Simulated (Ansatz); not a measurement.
Notes on CsPbBr$_{3}$

```
CELL_PARAMETERS angstrom
5.82546 0.00000 0.00000
0.00000 5.82546 0.00000
0.00000 0.00000 5.82546
ATOMIC_POSITIONS crystal
Br 0.00000 0.50000 0.50000
Br 0.50000 0.00000 0.50000
Br 0.50000 0.50000 0.00000
Pb 0.50000 0.50000 0.50000
Cs 0.00000 0.00000 0.00000
```

Single point in Ansatz 0.2.0 with PBE, no spin polarisation. Cutoff 420 eV, PAW datasets, 5×5×5 Γ-centred k mesh, fermi-dirac filling (width 0.1 eV).

(1) What is the band gap?

(2) What do density and ELF say about some of the short contacts?

(3) What does the stress say?

(4) Are the atoms at rest?

Origin: a database entry at a rescaled volume. Caveats: no spin-orbit coupling, which can shift this gap by tenths of an eV; the mesh misses a band edge that the path finds.

Results:

(1) The gap is 1.43 eV, direct at the points sampled.

(2) Br–Pb at 2.91 Å: least valence density 0.26 e/Å³ and ELF 0.25 there. Cs–Br at 4.12 Å: least valence density 0.03 e/Å³ and ELF 0.02 there, so no covalent bond. These are pseudo-fields; inside the PAW spheres they differ from the all-electron ones.

(3) The pressure is 2.0 GPa (compression positive), so with the atoms held at these fractions the cell would first expand.

(4) The forces vanish by the symmetry of the sites.
